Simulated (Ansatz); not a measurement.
# WC: comparing deformations

All numbers below come from DFT PBEsol, scalar-relativistic, plane waves, PAW (Ansatz 0.2.0). Cutoff 420 eV, Γ-centred 18×18×16 k-points, Gaussian smearing of 0.15 eV. Spin–orbit coupling is left out, which can shift energies with elements as heavy as these. No spin polarisation. Energies are free energies at this smearing, counted from the undisturbed cell; pressure is positive in compression.

The undisturbed cell (as given, not relaxed at this level; it stands at -0.7 GPa):

```yaml
crystal:
  lattice:
    - [2.90050, 0.00000, 0.00000]
    - [-1.45025, 2.51191, 0.00000]
    - [0.00000, 0.00000, 2.82900]
  atoms:
    - { symbol: W, position: [0.00000, 0.00000, 0.00000] }
    - { symbol: C, position: [0.66667, 0.33333, 0.50000] }
```

The cell is strained by ε times a Voigt pattern (xx, yy, zz, yz, xz, xy; engineering shear) with fractional coordinates fixed. τ = (1/V0) dE/dε comes from the stress tensor. Of each scan, only the three points used here are listed.

| pattern | ε | τ (GPa) |
| --- | --- | --- |
| (0, 0, 0, 1, 0, 0) | -0.0050 | -1.60 |
| (0, 0, 0, 1, 0, 0) | 0.0000 | 0.00 |
| (0, 0, 0, 1, 0, 0) | 0.0050 | 1.60 |
| (1, -1, 0, 0, 0, 0) | -0.0050 | -5.17 |
| (1, -1, 0, 0, 0, 0) | 0.0000 | 0.00 |
| (1, -1, 0, 0, 0, 0) | 0.0050 | 5.13 |

Task: Which constants do the scans give, and which deformation costs least for the same size of strain tensor?

Result: The slope dτ/dε at zero (parabola through three points) is pᵀCp: (0, 0, 0, 1, 0, 0) gives C44 = 319 GPa; (1, -1, 0, 0, 0, 0) gives C11 + C22 − 2 C12 = 1030 GPa. The size of the strain tensor, ε:ε, is ε² times 0.5, 2.0. Per unit of it the stiffnesses are 639, 515 GPa, so (1, -1, 0, 0, 0, 0) is the softest of these: at ε:ε = (1 %)² the quadratic term costs 1.66 meV/atom against 2.05 for the stiffest. These are clamped-ion values.

Forces appear on the atoms along this scan, and letting them relax would lower the energy and soften the response. In a metal these slopes depend on the k mesh and the smearing.